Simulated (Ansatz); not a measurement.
## Pressure series of SrTiO$_{3}$ (Pm-3m)

```yaml
crystal:
  lattice:
    - [3.85420, 0.00000, 0.00000]
    - [0.00000, 3.85420, 0.00000]
    - [0.00000, 0.00000, 3.85420]
  atoms:
    - { symbol: Sr, position: [0.50000, 0.50000, 0.50000] }
    - { symbol: Ti, position: [0.00000, 0.00000, 0.00000] }
    - { symbol: O, position: [0.50000, 0.00000, 0.00000] }
    - { symbol: O, position: [0.00000, 0.50000, 0.00000] }
    - { symbol: O, position: [0.00000, 0.00000, 0.50000] }
```

This is the zero-pressure cell under LDA. Cell and atoms are relaxed by PAW (default files of Ansatz 0.2.0, cutoff 420 eV, stress met within about 0.05 GPa) at each pressure, in this structure whether or not another phase would take over; P is the pressure reached, less that of this cell. Levels come from LDA, all-electron LAPW in Ansatz 0.2.0, scalar-relativistic; k mesh 6×6×6, fixed occupations, basis error target 0.5 meV/atom. Conduction levels are in eV over the valence top (at R), at fixed fractional wave vectors.

```csv
P (GPa),V/V₀,Γ,X,M,R
-1.99,1.0101,1.829,2.017,3.930,4.646
0.00,1.0000,1.846,2.039,3.984,4.713
2.00,?,?,?,?,?
4.00,0.9812,1.877,2.081,4.087,4.839
7.00,0.9682,1.899,2.109,4.160,4.929
10.00,0.9561,1.919,2.137,4.230,5.015
15.00,0.9375,1.949,2.179,4.341,5.151
```

**Question.** Fit the third-order Birch-Murnaghan equation to the rows shown.

**Answer.** With f = [(V₀/V)^(2/3) − 1]/2, the normalised pressure F = P/[3f(1 + 2f)^(5/2)] is 201.1 GPa at f = -0.0034, 202.6 GPa at f = 0.0064, 203.1 GPa at f = 0.0109, 203.6 GPa at f = 0.0152, 204.3 GPa at f = 0.0220. The line F = B₀[1 + (3/2)(B′ − 4)f] gives B₀ = 201.7 GPa and B′ = 4.4.

**Question.** What are the volume deformation potentials and pressure coefficients of these levels at zero pressure?

**Answer.** 

```csv
level,dE/dlnV (eV),dE/dP = −(dE/dlnV)/B₀ (meV/GPa),mean slope up to 4.0 GPa (meV/GPa)
Γ,-1.67,8.3,7.9
X,-2.20,10.9,10.4
M,-5.39,26.7,25.8
R,-6.59,32.7,31.6
```

dE/dlnV is the slope of a cubic fit in ln V at V₀. The last column is read from two rows and shows how the slope bends with pressure.

**Question.** Fill the row at 2.00 GPa.

**Answer.** The fits give V/V₀ = 0.9903 and Γ = 1.862 eV. Computed: V/V₀ = 0.9903, Γ = 1.862, X = 2.060, M = 4.036, R = 4.777.

Caveats: no other phase was computed; many crystals of this kind change structure within this range, and rows or crossings beyond such a change describe a metastable lattice; no spin-orbit coupling on heavy atoms; cubic perovskites of this kind tilt or polarise below some temperature, which these cells can't show; the frozen-core PAW files of the relaxations were fitted under PBE, their cores solved anew for this functional; semilocal gaps are low, and the spacing of valleys can be off by tenths of an eV; levels are read at fixed fractional k, so an edge that moves off these points is missed.
